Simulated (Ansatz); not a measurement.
BP:
```xyz
4
Lattice="3.1908 0.0000 0.0000 -1.5954 2.7633 0.0000 0.0000 0.0000 5.2954" Properties=species:S:1:pos:R:3 pbc="T T T"
B      1.5954     0.9211     2.6500
B      0.0000     1.8422     0.0023
P      1.5954     0.9211     4.6312
P      0.0000     1.8422     1.9835
```

Relaxed with r²SCAN. Special points in fractions of this cell's reciprocal vectors: Γ (0.000, 0.000, 0.000); M (0.500, 0.000, 0.000); K (0.333, 0.333, 0.000); A (0.000, 0.000, 0.500); L (0.500, 0.000, 0.500); H (0.333, 0.333, 0.500).

Question: List the band energies nearest the valence-band maximum at these points for the program Ansatz at the r²SCAN level (PAW).

Answer: In eV from the valence-band maximum; about four levels below and three above (degenerate sets whole), none deeper than 8.9 eV; points with the same levels are listed once.

```json
[
 {"k": "Γ", "below": "-2.25 -2.25 -0.47 0.00 0.00", "above": "2.90 2.90 3.38"},
 {"k": "M", "below": "-6.76 -4.61 -4.42 -2.21", "above": "1.37 4.02 4.72"},
 {"k": "K", "below": "-7.83 -5.28 -5.28 -5.06", "above": "1.19 7.83 7.83"},
 {"k": "A", "below": "-1.37 -1.37 -1.37 -1.37", "above": "4.01 4.01 4.39 4.39 4.39 4.39"},
 {"k": "L", "below": "-3.66 -3.66 -3.54 -3.54", "above": "2.39 2.39 2.93 2.93"},
 {"k": "H", "below": "-6.78 -6.78 -3.04 -3.04", "above": "3.40 3.40 5.21 5.21"}
]
```

Space group P6_3mc (wurtzite). The workflow started from a Materials Project entry (that database holds measured and hypothetical structures alike); the Crystallography Open Database copy checked does not list it. It is not the phase usual at ambient conditions (space group No. 216). The cell was relaxed with r²SCAN under the symmetry of its start; phonons on a q-mesh show no instability.

Potentials: the earlier of the program's two PAW sets.
